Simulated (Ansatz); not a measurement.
InP (zinc blende, F-43m), the program Ansatz at the PBE level (PAW), all energies at zero smearing, with the estimated change up to a 700 eV cutoff added, with one set of potentials and settings (totals compare only within such a set). Cell of 2 atoms (1 In, 1 P): -6354.009 eV.

```tsv
element	reference phase	E (eV/atom)
In	I4/mmm, 1 atoms in the cell	-5597.8481
P	Cmce, 4 atoms in the cell	-755.6743
```

Formation energy per atom, worked out: (-6354.009 − 1×(-5597.8481) − 1×(-755.6743))/2 = -0.243 eV/atom (-23 kJ per mol of atoms), at 0 K, without zero-point energy or fitted corrections.

The PBE relaxation kept the symmetry of its start. The references are the lowest solids computed at this level, not always the standard phases.

Potentials: the later of the program's two PAW sets.
